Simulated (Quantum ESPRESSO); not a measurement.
## Mo4Se6O2 (finding a planted mistake in a log)

Computed values, not a measurement. The program is pw.x of Quantum ESPRESSO 7.5 (plane-wave density functional theory). The cell is made up: 12 atoms on a layered 2H lattice, with randomly drawn elements, strain and displacements, not relaxed. PseudoDojo standard norm-conserving files (v0.5 for PBE, v0.4.1 for LDA and PBEsol) set the functional; there is no spin polarisation, spin-orbit coupling or dispersion term, and the masses in the input are unused placeholders.

Intended input:

```
&control calculation='scf', pseudo_dir='./dojo.nc.sr.pbe.v0_5.standard.upf', outdir='./o', disk_io='medium', tprnfor=.true., tstress=.true. /
&system ibrav=0, nat=12, ntyp=3, nbnd=88, ecutwfc=85.99341389, nosym=.true., tot_charge=0,
 occupations='smearing', smearing='fd', degauss=0.0018374661
/
&electrons conv_thr=7.350e-09, electron_maxstep=60, /
ATOMIC_SPECIES
Mo 1.0 Mo.upf
O 1.0 O.upf
Se 1.0 Se.upf
CELL_PARAMETERS angstrom
3.2556 -0.0133 0.0341
-0.023 5.5398 0.0013
0.1364 0.003 12.7847
ATOMIC_POSITIONS angstrom
Mo 0.0538 1.8715 3.2183
Mo 1.7715 0.8913 9.5618
Mo 1.6185 4.6366 3.2528
Mo 0.0681 3.7094 9.6464
Se 0.0449 1.8169 7.9467
Se 0.0986 1.8647 11.2335
Se 1.6146 0.8932 1.6111
O 1.6791 0.9479 4.7495
Se 1.6962 4.6068 7.9633
O 1.7393 4.6175 11.1663
Se 0.0038 3.6925 1.5785
Se 0.0042 3.7283 4.7938
K_POINTS automatic
7 4 2 1 1 1
```

The log is shortened where brackets say so; the opening notice, blank lines, dates and the lines on written files are dropped, and the path of the files is cut. It prints rydbergs, bohrs and kilobars, and counts compression as positive stress. Where no state is partly filled, the Fermi energy that it prints is only some level between the filled and the empty states on the mesh, and need not lie in the true gap.

Log of the intended run:

```
     Program PWSCF v.7.5
     Parallel version (MPI & OpenMP), running on       1 processor cores
     Number of MPI processes:                 1
     Threads/MPI process:                     1
     [start-up lines left out]
     bravais-lattice index     =            0
     lattice parameter (alat)  =       6.1526  a.u.
     unit-cell volume          =    1555.8092 (a.u.)^3
     number of atoms/cell      =           12
     number of atomic types    =            3
     number of electrons       =       164.00
     number of Kohn-Sham states=           88
     kinetic-energy cutoff     =      85.9934  Ry
     charge density cutoff     =     343.9737  Ry
     scf convergence threshold =      7.3E-09
     mixing beta               =       0.7000
     number of iterations used =            8  plain     mixing
     Exchange-correlation= PBE
                           (   1   4   3   4   0   0   0)
     [axes and pseudopotential details left out]
   Cartesian axes
     site n.     atom                  positions (alat units)
         1        Mo     tau(   1) = (   0.0165243   0.5748193   0.9884803  )
         2        Mo     tau(   2) = (   0.5441049   0.2737571   2.9368460  )
         3        Mo     tau(   3) = (   0.4971120   1.4241022   0.9990768  )
         4        Mo     tau(   4) = (   0.0209165   1.1393186   2.9628303  )
         5        Se     tau(   5) = (   0.0137907   0.5580493   2.4407783  )
         6        Se     tau(   6) = (   0.0302844   0.5727307   3.4502980  )
         7        Se     tau(   7) = (   0.4959141   0.2743407   0.4948391  )
         8        O      tau(   8) = (   0.5157249   0.2911414   1.4587787  )
         9        Se     tau(   9) = (   0.5209770   1.4149493   2.4458769  )
        10        O      tau(  10) = (   0.5342149   1.4182357   3.4296579  )
        11        Se     tau(  11) = (   0.0011671   1.1341279   0.4848262  )
        12        Se     tau(  12) = (   0.0012900   1.1451236   1.4723851  )
     number of k points=    28  Fermi-Dirac smearing, width (Ry)=  0.0018
                       cart. coord. in units 2pi/alat
        k(    1) = (   0.0710756   0.0737443   0.0628904), wk =   0.0714286
        k(    2) = (   0.0724096   0.0737797  -0.0644559), wk =   0.0714286
     [further k points left out]
     Dense  grid:   167561 G-vectors     FFT dimensions: (  40,  64, 144)
     Estimated max dynamical RAM per process >     317.89 MB
     Initial potential from superposition of free atoms
     starting charge     163.9938, renormalised to     164.0000
     Starting wfcs are  102 randomized atomic wfcs
     total cpu time spent up to now is       49.6 secs
     per-process dynamical memory:   178.2 Mb
     Self-consistent Calculation
     iteration #  1     ecut=    85.99 Ry     beta= 0.70
     Davidson diagonalization with overlap
     ethr =  1.00E-02,  avg # of iterations =  2.0
     total cpu time spent up to now is      160.4 secs
     total energy              =   -2081.43466992 Ry
     estimated scf accuracy    <       3.18669048 Ry
     iteration #  2     ecut=    85.99 Ry     beta= 0.70
     Davidson diagonalization with overlap
     ethr =  1.94E-03,  avg # of iterations =  7.0
     total cpu time spent up to now is      371.0 secs
     total energy              =   -2077.77693381 Ry
     estimated scf accuracy    <      57.50487166 Ry
     [iterations 3 to 19 left out]
     iteration # 20     ecut=    85.99 Ry     beta= 0.70
     Davidson diagonalization with overlap
     ethr =  4.08E-11,  avg # of iterations =  5.2
     total cpu time spent up to now is     2534.2 secs
     total energy              =   -2083.45291170 Ry
     estimated scf accuracy    <       0.00000003 Ry
     iteration # 21     ecut=    85.99 Ry     beta= 0.70
     Davidson diagonalization with overlap
     ethr =  1.55E-11,  avg # of iterations =  3.4
     total cpu time spent up to now is     2608.6 secs
     End of self-consistent calculation
     [lines on levels left out]
     the Fermi energy is    11.8961 ev
!    total energy              =   -2083.45291170 Ry
     estimated scf accuracy    <          4.4E-09 Ry
     smearing contrib. (-TS)   =      -0.00000000 Ry
     internal energy E=F+TS    =   -2083.45291170 Ry
     The total energy is F=E-TS. E is the sum of the following terms:
     one-electron contribution =   -1135.66764080 Ry
     hartree contribution      =     621.58419315 Ry
     xc contribution           =    -389.46777290 Ry
     ewald contribution        =   -1179.90169115 Ry
     convergence has been achieved in  21 iterations
     Forces acting on atoms (cartesian axes, Ry/au):
     atom    1 type  1   force =    -0.03783994   -0.09729305    0.11395180
     atom    2 type  1   force =    -0.05751703   -0.04814298    0.13312818
     atom    3 type  1   force =     0.01843283    0.07037931    0.03478054
     atom    4 type  1   force =     0.00018428    0.07413963    0.07583470
     atom    5 type  3   force =     0.04512361    0.03835352   -0.04489090
     atom    6 type  3   force =     0.00771212   -0.02573472    0.02049707
     atom    7 type  3   force =     0.02983746    0.03113845   -0.04244637
     atom    8 type  2   force =    -0.00108139   -0.00132616   -0.15126420
     atom    9 type  3   force =     0.00529832   -0.03373079   -0.02318627
     atom   10 type  2   force =    -0.00103663   -0.00519059   -0.16111250
     atom   11 type  3   force =     0.00275002    0.00262710   -0.03848711
     atom   12 type  3   force =    -0.01186366   -0.00521972    0.08319506
     Total force =     0.366696     Total SCF correction =     0.000273
     Computing stress (Cartesian axis) and pressure
          total   stress  (Ry/bohr**3)                   (kbar)     P=       -7.46
  -0.00016297   0.00006259  -0.00018391          -23.97        9.21      -27.05
   0.00006259   0.00001628  -0.00013682            9.21        2.40      -20.13
  -0.00018391  -0.00013682  -0.00000539          -27.05      -20.13       -0.79
     init_run     :     45.83s CPU     49.45s WALL (       1 calls)
     electrons    :   2473.88s CPU   2559.17s WALL (       1 calls)
     forces       :      9.82s CPU      9.99s WALL (       1 calls)
     stress       :     35.90s CPU     37.04s WALL (       1 calls)
     [timing details left out]
     PWSCF        :  42m45.76s CPU  44m17.66s WALL
     JOB DONE.
```

A second run was made from an input with one planted mistake. Its log:

```
     Program PWSCF v.7.5
     Parallel version (MPI & OpenMP), running on       4 processor cores
     Number of MPI processes:                 4
     Threads/MPI process:                     1
     [start-up lines left out]
     bravais-lattice index     =            0
     lattice parameter (alat)  =       6.1526  a.u.
     unit-cell volume          =    1555.8092 (a.u.)^3
     number of atoms/cell      =           12
     number of atomic types    =            3
     number of electrons       =       164.00
     number of Kohn-Sham states=           88
     kinetic-energy cutoff     =      85.9934  Ry
     charge density cutoff     =     343.9737  Ry
     scf convergence threshold =      7.3E-03
     mixing beta               =       0.7000
     number of iterations used =            8  plain     mixing
     Exchange-correlation= PBE
                           (   1   4   3   4   0   0   0)
     [axes and pseudopotential details left out]
   Cartesian axes
     site n.     atom                  positions (alat units)
         1        Mo     tau(   1) = (   0.0165243   0.5748193   0.9884803  )
         2        Mo     tau(   2) = (   0.5441049   0.2737571   2.9368460  )
         3        Mo     tau(   3) = (   0.4971120   1.4241022   0.9990768  )
         4        Mo     tau(   4) = (   0.0209165   1.1393186   2.9628303  )
         5        Se     tau(   5) = (   0.0137907   0.5580493   2.4407783  )
         6        Se     tau(   6) = (   0.0302844   0.5727307   3.4502980  )
         7        Se     tau(   7) = (   0.4959141   0.2743407   0.4948391  )
         8        O      tau(   8) = (   0.5157249   0.2911414   1.4587787  )
         9        Se     tau(   9) = (   0.5209770   1.4149493   2.4458769  )
        10        O      tau(  10) = (   0.5342149   1.4182357   3.4296579  )
        11        Se     tau(  11) = (   0.0011671   1.1341279   0.4848262  )
        12        Se     tau(  12) = (   0.0012900   1.1451236   1.4723851  )
     number of k points=    28  Fermi-Dirac smearing, width (Ry)=  0.0018
                       cart. coord. in units 2pi/alat
        k(    1) = (   0.0710756   0.0737443   0.0628904), wk =   0.0714286
        k(    2) = (   0.0724096   0.0737797  -0.0644559), wk =   0.0714286
     [further k points left out]
     Dense  grid:   167561 G-vectors     FFT dimensions: (  40,  64, 144)
     Estimated max dynamical RAM per process >     514.82 MB
     Estimated total dynamical RAM >       1.89 GB
     Initial potential from superposition of free atoms
     starting charge     163.9938, renormalised to     164.0000
     Starting wfcs are  102 randomized atomic wfcs
     total cpu time spent up to now is       11.8 secs
     per-process dynamical memory:   379.6 Mb
     Self-consistent Calculation
     iteration #  1     ecut=    85.99 Ry     beta= 0.70
     Davidson diagonalization with overlap
     ethr =  1.00E-02,  avg # of iterations =  2.0
     total cpu time spent up to now is       36.0 secs
     total energy              =   -2081.43445294 Ry
     estimated scf accuracy    <       3.18681925 Ry
     iteration #  2     ecut=    85.99 Ry     beta= 0.70
     Davidson diagonalization with overlap
     ethr =  1.94E-03,  avg # of iterations =  7.1
     total cpu time spent up to now is       73.6 secs
     total energy              =   -2077.77514255 Ry
     estimated scf accuracy    <      57.52590531 Ry
     [iterations 3 to 7 left out]
     iteration #  8     ecut=    85.99 Ry     beta= 0.70
     Davidson diagonalization with overlap
     c_bands:  1 eigenvalues not converged
     ethr =  1.18E-05,  avg # of iterations = 14.5
     total cpu time spent up to now is      241.3 secs
     total energy              =   -2083.44993195 Ry
     estimated scf accuracy    <       0.03385983 Ry
     iteration #  9     ecut=    85.99 Ry     beta= 0.70
     Davidson diagonalization with overlap
     c_bands:  1 eigenvalues not converged
     ethr =  1.18E-05,  avg # of iterations =  7.3
     total cpu time spent up to now is      267.1 secs
     End of self-consistent calculation
     [lines on levels left out]
     the Fermi energy is    11.8761 ev
!    total energy              =   -2083.44815806 Ry
     estimated scf accuracy    <       0.00543083 Ry
     smearing contrib. (-TS)   =      -0.00000000 Ry
     internal energy E=F+TS    =   -2083.44815806 Ry
     The total energy is F=E-TS. E is the sum of the following terms:
     one-electron contribution =   -1136.00785358 Ry
     hartree contribution      =     621.96490605 Ry
     xc contribution           =    -389.50351939 Ry
     ewald contribution        =   -1179.90169115 Ry
     convergence has been achieved in   9 iterations
     Forces acting on atoms (cartesian axes, Ry/au):
     atom    1 type  1   force =    -0.03779244   -0.09912099    0.11503313
     atom    2 type  1   force =    -0.05694393   -0.04807415    0.13504063
     atom    3 type  1   force =     0.01839190    0.07078124    0.03504054
     atom    4 type  1   force =     0.00034214    0.07417685    0.07667654
     atom    5 type  3   force =     0.04470489    0.03933682   -0.04362328
     atom    6 type  3   force =     0.00775918   -0.02409214    0.01571825
     atom    7 type  3   force =     0.02981230    0.03352271   -0.04794065
     atom    8 type  2   force =    -0.00115735   -0.00073605   -0.15075659
     atom    9 type  3   force =     0.00505303   -0.03458597   -0.01720628
     atom   10 type  2   force =    -0.00107168   -0.00510497   -0.16422741
     atom   11 type  3   force =     0.00285628    0.00094773   -0.04854047
     atom   12 type  3   force =    -0.01195432   -0.00705109    0.09478559
     Total force =     0.373722     Total SCF correction =     0.427083
     SCF correction compared to forces is large: reduce conv_thr to get better values
     Computing stress (Cartesian axis) and pressure
          total   stress  (Ry/bohr**3)                   (kbar)     P=        8.54
  -0.00007407   0.00006185  -0.00018268          -10.90        9.10      -26.87
   0.00006185   0.00010154  -0.00013277            9.10       14.94      -19.53
  -0.00018268  -0.00013277   0.00014678          -26.87      -19.53       21.59
     init_run     :     11.02s CPU     11.66s WALL (       1 calls)
     electrons    :    248.94s CPU    255.43s WALL (       1 calls)
     forces       :      3.87s CPU      3.97s WALL (       1 calls)
     stress       :     12.07s CPU     12.50s WALL (       1 calls)
     [timing details left out]
     PWSCF        :   4m36.12s CPU   4m43.97s WALL
     JOB DONE.
```

Question: what was wrong in the second input?

Answer: the self-consistency threshold is too loose. The input lines that differ, file-writing options aside:

```
- &electrons conv_thr=7.350e-09, electron_maxstep=60, /
+ &electrons conv_thr=7.350e-03, electron_maxstep=60, /
```

|  | intended run | run with the mistake |
| --- | --- | --- |
| free energy (eV) | -28346.821 | -28346.756 |
| smearing term -TS (eV) | 0.0000 | 0.0000 |
| pressure (GPa) | -0.75 | 0.85 |
| largest force component (eV/Å) | 4.142 | 4.222 |
| largest change of a force component (eV/Å) |  | 0.298 |
| iterations | 21 | 9 |

For scale, a rerun of the intended cell at a cutoff of 1467 eV and k mesh 9 x 6 x 4 moved values by no more than 0.004 eV in energy, 0.02 GPa in stress and 0.003 eV/Å in force.